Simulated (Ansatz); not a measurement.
ZrB2:
```yaml
crystal:
  lattice:
    - [-1.73163, 1.73163, 3.15938]
    - [1.73163, -1.73163, 3.15938]
    - [1.73163, 1.73163, -3.15938]
  atoms:
    - { symbol: Zr, position: [0.00000, 0.00000, 0.00000] }
    - { symbol: B, position: [0.37680, 0.37680, 0.00000] }
    - { symbol: B, position: [0.62320, 0.62320, 0.00000] }
```

Relaxed with PBE. Special points in fractions of this cell's reciprocal vectors: Γ (0.000, 0.000, 0.000); X (0.000, 0.000, 0.500); P (0.250, 0.250, 0.250); N (0.000, 0.500, 0.000); M (0.500, 0.500, -0.500); S (0.325, 0.675, -0.325); S0 (-0.325, 0.325, 0.325); R (-0.150, 0.150, 0.500); G (0.500, 0.500, -0.150).

### Question
List the band energies nearest the Fermi level at these points for plane-wave PAW PBE (Ansatz code).

### Answer
In eV from the Fermi level; about four levels below and three above (degenerate sets whole), none deeper than 8.9 eV; points with the same levels are listed once.

```
k                          below                above
-  -----------------------------  -------------------
Γ        -4.00 -0.31 -0.31 -0.07       0.59 1.21 1.21
X  -3.06 -3.06 -1.83 -1.72 -0.37       1.94 4.86 5.48
P        -8.72 -3.46 -3.11 -3.11       0.58 0.78 0.78
N        -5.87 -2.97 -2.37 -1.07       2.49 2.94 4.33
M        -5.36 -1.02 -0.48 -0.48  0.32 3.15 3.39 3.39
S        -4.88 -4.15 -2.09 -0.88       2.86 3.05 3.71
R        -4.20 -2.97 -2.17 -1.25       0.31 2.21 4.25
```

Space group I4/mmm (MoSi2 or CaC2 type). A made-up cell: these elements were put on the sites of a structure type; neither database checked (COD, Materials Project) lists it. It is not the phase usual at ambient conditions (space group No. 191). Symmetry was held in the PBE relaxation; its stability against distortions is not shown here. No spin polarisation was allowed. Scalar-relativistic: spin–orbit coupling is off unless named, which matters more the heavier the elements.

Potentials: the earlier of the program's two PAW sets.
